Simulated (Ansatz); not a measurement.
Input and command of a calculation in Ansatz (plane waves; scalar-relativistic PAW potentials unless the input names others):

```yaml
crystal:
  lattice:
    - [4.8341733752, 0.0, 0.0]
    - [0.0, 4.8341733752, 0.0]
    - [0.0, 0.0, 4.8341733752]
  atoms:
    - { symbol: Mg, position: [0.0, 0.5, 0.5] }
    - { symbol: Mg, position: [0.5, 0.5, 0.0] }
    - { symbol: Mg, position: [0.5, 0.0, 0.5] }
    - { symbol: Mg, position: [0.0, 0.0, 0.0] }
    - { symbol: O, position: [0.4111698607, 0.0888301393, 0.9111698607] }
    - { symbol: O, position: [0.0888301393, 0.9111698607, 0.4111698607] }
    - { symbol: O, position: [0.9111698607, 0.4111698607, 0.0888301393] }
    - { symbol: O, position: [0.5888301393, 0.5888301393, 0.5888301393] }
    - { symbol: O, position: [0.4111698607, 0.4111698607, 0.4111698607] }
    - { symbol: O, position: [0.0888301393, 0.5888301393, 0.9111698607] }
    - { symbol: O, position: [0.9111698607, 0.0888301393, 0.5888301393] }
    - { symbol: O, position: [0.5888301393, 0.9111698607, 0.0888301393] }
basis:
  ecutwfc: "200 eV"
kpoints:
  mp_grid: { grid: [6, 6, 6] }
hamiltonian:
  xc: r2scan
scf:
  occupations: { method: gaussian, width: 0.02 }
output:
  forces: true
  eigenvalues: true
  stress: true
```

```bash
ansatz run input.yaml --threads 4 --pin off --max-ram 10240MiB --backend cpu --events-out ev --progress --plain --runs-dir out
```

Abridged log:
```
Warning: basis.ecutwfc = 200 eV is below the records' recommended 500 eV, and the density's cutoff is lower with it unless basis.ecutrho_ratio is high enough to keep the records' density cutoff: compare with a run at a higher cutoff
Pseudopotentials: kind: paw
Pseudopotential: Mg, paw, valence charge 10, recommended cutoff 500 eV (meta_gga)
Pseudopotential: O, paw, valence charge 6, recommended cutoff 500 eV (meta_gga)
Functional definition: r2SCAN
Crystal: 12 atoms, lattice volume = 112.971 Å³
Basis set: ecut = 200 eV, 739 PW (Γ), exchange–correlation on 96×96×96 points (64 copies of the dense FFT grid, shifted against one another)
Bands: 56, of which v1, the nominal top of the filled ones, is band 44 counted from 1 (43 counted from 0)
Symmetry: 24 space group operations
Space group: Pa-3 (ITA 205), of the structure as read, at distance tolerance 4.8e-5 Å
k-points: 24 of 216
Initial density: superposition of atomic densities (neutral atoms: chi_scale 0, normalization atom), corrected by the library's trained network
Initial wavefunctions: pseudopotential atomic-orbital guess
Functional: x = r2scan, c = r2scan; τ floored in thin density (d = 2e-4 eV/Å³)
SCF iter   1: F=—  HF=-12200.600672 eV  |F-HF|=—  |Δ(HF+E_count)|=         —  Δρ=1.57e-1  dr2=1.06e1  dr2_τ=1.26e0  ethr=1.77e-3  ⟨swp⟩=6.8  Hψ=5036  notcnv=0  defer=1
SCF iter   2: F=—  HF=-12197.774083 eV  |F-HF|=—  |Δ(HF+E_count)|=    2.83e0  Δρ=5.51e-2  dr2=7.45e-1  dr2_τ=2.82e-1  ethr=1.77e-3  ⟨swp⟩=2.0  Hψ=2332  notcnv=0  defer=188
SCF iter   3: F=—  HF=-12197.761415 eV  |F-HF|=—  |Δ(HF+E_count)|=   1.27e-2  Δρ=1.66e-2  dr2=9.47e-2  dr2_τ=3.69e-2  ethr=8.46e-4  ⟨swp⟩=2.0  Hψ=1736  notcnv=0  defer=68
automatic band count: iteration 3 solves 51 bands in place of 56: the levels show a gap, and the empty bands left out lie too high to hold charge; the band table lists the bands solved (type scf.n_extra_bands for more)
SCF iter   4: F=—  HF=-12197.789810 eV  |F-HF|=—  |Δ(HF+E_count)|=   2.84e-2  Δρ=1.47e-3  dr2=2.57e-3  dr2_τ=1.13e-4  ethr=1.08e-4  ⟨swp⟩=3.0  Hψ=1710  notcnv=0  defer=68
SCF iter   5: F=—  HF=-12197.789207 eV  |F-HF|=—  |Δ(HF+E_count)|=   6.03e-4  Δρ=3.89e-4  dr2=9.91e-5  dr2_τ=1.53e-5  ethr=2.92e-6  ⟨swp⟩=2.0  Hψ=1924  notcnv=0  defer=68
SCF iter   6: F=—  HF=-12197.789188 eV  |F-HF|=—  |Δ(HF+E_count)|=   1.90e-5  Δρ=4.60e-5  dr2=1.24e-6  dr2_τ=1.54e-7  ethr=1.13e-7  ⟨swp⟩=2.0  Hψ=1806  notcnv=0  defer=68
SCF iter   7: F=-12197.789188 eV  HF=-12197.789188 eV  |F-HF|=2.96e-9  |Δ(HF+E_count)|=   3.42e-8  Δρ=4.24e-6  dr2=1.91e-8  dr2_τ=1.27e-9  ethr=1.14e-10  ⟨swp⟩=11.0  Hψ=5121  notcnv=0
SCF 1 converged in 7 iterations: F = -12197.789188 eV  dr2 = 1.91e-8
SCF converged after 7 iterations
Free energy (F): -12197.789188 eV
Harris-Foulkes:  -12197.789188 eV  (|F-HF|=2.96e-9)
Internal energy: -12197.789188 eV  (E = F + TS)
E sigma→0 (E₀):  -12197.789188 eV
Fermi energy:    8.944403 eV
--- Forces (eV/Å), atoms counted from 1 ---
  atom   1  Mg     0.00000000     0.00000000     0.00000000
  atom   2  Mg     0.00000000     0.00000000     0.00000000
  atom   3  Mg     0.00000000     0.00000000     0.00000000
  atom   4  Mg     0.00000000     0.00000000     0.00000000
  atom   5  O     -2.60175855     2.60175855    -2.60175855
  atom   6  O      2.60175855    -2.60175855    -2.60175855
  atom   7  O     -2.60175855    -2.60175855     2.60175855
  atom   8  O      2.60175855     2.60175855     2.60175855
  atom   9  O     -2.60175855    -2.60175855    -2.60175855
  atom  10  O      2.60175855     2.60175855    -2.60175855
  atom  11  O     -2.60175855     2.60175855     2.60175855
  atom  12  O      2.60175855    -2.60175855     2.60175855
--- Stress (GPa, compression-positive) ---
       11.099361       0.000000       0.000000
        0.000000      11.099361       0.000000
        0.000000       0.000000      11.099361
  P = ⅓ Tr σ = 11.0994 GPa (110.994 kbar)
```

Apart from outputs and empty bands, the input differs from a reference run on usual settings in basis.ecutwfc: 500 → "200 eV". The reference, at the same geometry, gave pressure 0.01 GPa, largest force 0.003 eV/Å, gap on the mesh 4.71 eV. This run converged in 7 SCF iterations with an energy at zero smearing 4.8 eV/atom above the reference's, pressure 11.10 GPa, largest force 4.506 eV/Å, gap on the mesh 4.53 eV. Its cutoff is looser than usual, and the result moved.

The run took 4.1 s on 4 threads of Intel(R) Xeon(R) Processor @ 2.50GHz (Skylake/Cascade Lake), with other jobs on the host, peak memory 0.42 GiB.